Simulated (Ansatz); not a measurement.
**Data sheet: HfO₂ (DFT)**

HfO$_{2}$:
```
CELL_PARAMETERS angstrom
      5.48560     0.00000     0.00000
      0.00000     3.25586     0.00000
      0.00000     0.00000     6.39694
ATOMIC_POSITIONS crystal
  Hf 0.75433 0.25000 0.11331
  Hf 0.24567 0.75000 0.88669
  Hf 0.74567 0.75000 0.61331
  Hf 0.25433 0.25000 0.38669
  O  0.97496 0.75000 0.33854
  O  0.02504 0.25000 0.66146
  O  0.52504 0.25000 0.83854
  O  0.47496 0.75000 0.16146
  O  0.85930 0.75000 0.92656
  O  0.14070 0.25000 0.07344
  O  0.64070 0.25000 0.42656
  O  0.35930 0.75000 0.57344
```

Space group Pnma (No. 62); conventional cell a = 5.4856 Å, b = 3.2559 Å, c = 6.3969 Å, α = 90.00°, β = 90.00°, γ = 90.00°.

Method: the program Ansatz at the LDA level (PAW). The cell and atoms are relaxed at this level. Other levels are named where they apply.

### Cell and energy

- Volume per atom = 9.52 Å³
- Density = 12.24 g/cm³
- Formation energy from the elements (no fitted shifts) = -3.61 eV/atom

### Electronic structure

- Band gap = 3.24 eV (direct)
- Valence-band maximum = at Γ
- Conduction-band minimum = at Γ
- Electron effective mass = 0.57, 0.64, 1.7 mₑ (principal values)
- Hole effective mass = 0.47, 1.4, 3.1 mₑ (principal values)

### Mechanics

- Bulk modulus (Birch–Murnaghan fit) = 2740 kbar
- Pressure derivative B′ = 5.6
- Elastic constants (relaxed ions, GPa) = C11 = 514, C22 = 407, C33 = 481, C12 = 182, C13 = 209, C23 = 187, C44 = 68.5, C55 = 118, C66 = 150
- Mechanical stability = stable (all eigenvalues of C positive)
- Hill bulk and shear moduli = 282 and 117 GPa
- Young's modulus = 309 GPa
- Poisson's ratio = 0.32
- Debye temperature from the elastic constants = 487 K

### Dielectric response

* **Electronic dielectric constant ε∞ (DFPT)**: 5.80 (xx), 5.68 (yy), 5.81 (zz)
* **Static dielectric constant ε0 (ions relaxed, cell fixed)**: 24.2 (xx), 23.1 (yy), 23.9 (zz)
* **Born charges (a third of the trace)**: Hf +4.97, O -2.51 to -2.47 e

### Phonons

- Highest zone-centre frequency (without LO–TO term) = 21.20 THz
- Zone-centre stability = no imaginary mode at Γ

The workflow started from a Materials Project entry (that database holds measured and hypothetical structures alike); the Crystallography Open Database copy checked does not list it. It is not the phase usual at ambient conditions (space group No. 14, 29). The cell was relaxed with LDA under the symmetry of its start. The run is not spin-polarised. The references are the lowest solids computed at this level, not always the standard phases (solids in place of the gases). Scalar-relativistic: spin–orbit coupling is off unless named, which matters more the heavier the elements.

Potentials: the later of the program's two PAW sets.
